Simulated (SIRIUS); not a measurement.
Worked example: self-consistent single point of Au (Cmcm, 2 atoms in the cell; from Materials Project mp-1008634, lattice scaled a little) in SIRIUS.

Level of theory: LDA (PW92), PseudoDojo 0.4 standard norm-conserving LDA (tails mended) pseudopotentials (plane waves; SIRIUS).

```
Au
1.0
    1.42443    -2.57971     0.00000
    1.42443     2.57971     0.00000
    0.00000     0.00000     4.93868
Au
2
Direct
  0.66533   0.33467   0.25000
  0.33467   0.66533   0.75000
```

Reference input (self-consistent single point, DFT, LDA (PW92), plane waves, PseudoDojo 0.4 standard norm-conserving LDA (tails mended) pseudopotentials): parameters.ngridk = 11 11 6; parameters.xc_functionals = [XC_LDA_X, XC_LDA_C_PW]; parameters.gk_cutoff = 8.718 1/bohr; parameters.pw_cutoff = 17.436 1/bohr; parameters.shiftk = 1 1 1; parameters.smearing = fermi_dirac; parameters.smearing_width = 0.00367493 Ha; potentials = PseudoDojo 0.4 standard norm-conserving LDA (tails mended) pseudopotentials; parameters.electronic_structure_method = pseudopotential; parameters.num_bands = 23; parameters.num_mag_dims = 0; parameters.num_dft_iter = 100. This run's input differs from it in these lines:

```diff
@@ -23,4 +23,4 @@
     "num_dft_iter": 100,
-    "energy_tol": 1e-07,
-    "density_tol": 1e-06
+    "energy_tol": 0.00037,
+    "density_tol": 1.0
   },
```

The program printed (abridged):

```
[find] density tolerance         : 1
[find] total energy tolerance    : 0.00037
[find] iter_solver_tol (initial) : 0.01
[find] iter_solver_tol (target)  : 1e-13
[find] num_dft_iter              : 100
Charges and magnetic moments
--------------------------------------------------------------------------------
total charge          : 38.000000
[find] | SCF iteration   0 out of 100|
[diagonalize] iterative solver tolerance (occupied, empty): 0.01 0.01
[diagonalize] average number of iterations: 3.31481
[find] Charges and magnetic moments
[find] total charge          : 38.000000
[find] Energy
   [... lines left out ...]

[find] Charges and magnetic moments
[find] total charge          : 38.000000
[find] Energy
[find] smearing (-TS)                 :      -0.00097877
[find] Total energy                   :    -295.10107883 (Ha),    -590.20215766 (Ry)
[find] Free energy (E-TS)             :    -295.10205760 (Ha),    -590.20411519 (Ry)
[find] band gap (eV)                  :       0.00000000
[find] Efermi                         :       0.68307792
[find] iteration : 3, RMS (target) : 3.2709e-02 (1.0000e+00) , energy difference (target) : -5.3637e-05 (3.7000e-04)
[find] bands are converged : true
[find] iterative solver converged : false
[find] converged after 4 SCF iterations!
[find] Charges and magnetic moments
[find] total charge          : 38.000000
[find] Energy
[find] smearing (-TS)                 :      -0.00097877
[find] Total energy                   :    -295.10107883 (Ha),    -590.20215766 (Ry)
[find] Free energy (E-TS)             :    -295.10205760 (Ha),    -590.20411519 (Ry)
[find] band gap (eV)                  :       0.00000000
[find] Efermi                         :       0.68307792
[ground_state] === stress tensor components [kbar] ===
[ground_state] === stress_total ===
[ground_state]   301.630920   -0.000000    0.000000
[ground_state]    -0.000000  332.283932    0.000000
[ground_state]     0.000000    0.000000  321.503959
[ground_state] ==== total Forces in Ha/bohr =====
[ground_state] atom:    0, force:       0.0000000     -0.0001536      0.0000000
[ground_state] atom:    1, force:       0.0000000      0.0001536     -0.0000000
```

The run converged in 4 iterations. SIRIUS prints the stress tensor with tension positive. Against the reference run the free energy rises by 2.9 meV/atom, the pressure goes from -13.18 to -31.85 GPa and the largest force goes from 0.004 to 0.008 eV/Å.

This run is one point of a test of settings, so its values need not be converged; read them against the reference run alone. The structure comes from a collection of computed structures, made at another level of theory; the collection holds predicted forms beside known ones. Its lattice was then scaled. At this pressure the cell is far from its equilibrium volume at this level.

Cost on one core: around 30 core-seconds (rough).

The gap that the log prints is read on the run's mesh, which can miss the band edges or a crossing.

“Tails mended”: in these copies of the files the far tail of each local potential was reset to the Coulomb form.
